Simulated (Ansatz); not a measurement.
**Is this In₄Sb₃As structure a true minimum?**

The cell was found from a structure generator's guess, not taken from experiment.

Computed with Ansatz 0.2.0, DFT PBE, scalar-relativistic, plane waves, PAW. Settings: cutoff 420 eV, Γ-centred mesh 12×12×4 on the computed 8-atom cell, Gaussian smearing of 0.10 eV; no spin polarisation.

The cell below (8 atoms, space group P3m1 (No. 156)) is relaxed within its symmetry.

```yaml
crystal:
  lattice:
    - [4.60436, 0.00000, 0.00000]
    - [-2.30218, 3.98750, 0.00000]
    - [0.00000, 0.00000, 15.14358]
  atoms:
    - { symbol: In, position: [0.00000, 0.00000, 0.24730] }
    - { symbol: In, position: [0.00000, 0.00000, 0.76033] }
    - { symbol: In, position: [0.66667, 0.33333, 0.99007] }
    - { symbol: In, position: [0.66667, 0.33333, 0.50380] }
    - { symbol: Sb, position: [0.00000, 0.00000, 0.43712] }
    - { symbol: Sb, position: [0.66667, 0.33333, 0.18081] }
    - { symbol: Sb, position: [0.66667, 0.33333, 0.69335] }
    - { symbol: As, position: [0.00000, 0.00000, 0.93822] }
```

For the test it was strained at random (σ = 1.5 % a component), the atoms were moved at random (σ = 0.15 Å), and all was relaxed again on a coarse 6×6×2 mesh (in the run’s order of axes) with 0.20 eV smearing, with no symmetry imposed.

These runs have no spin–orbit coupling, which can matter for Sb.

Task: Is the structure stable against such a distortion?

Result: It returns, within 1 meV/atom of the unmoved cell on that mesh and with the same symmetry when read at 0.1 Å (P1 at 0.01 Å, so small strains and shifts remain). No instability shows in this cell; modes of other wave vectors, which need another repeat, aren't tested.
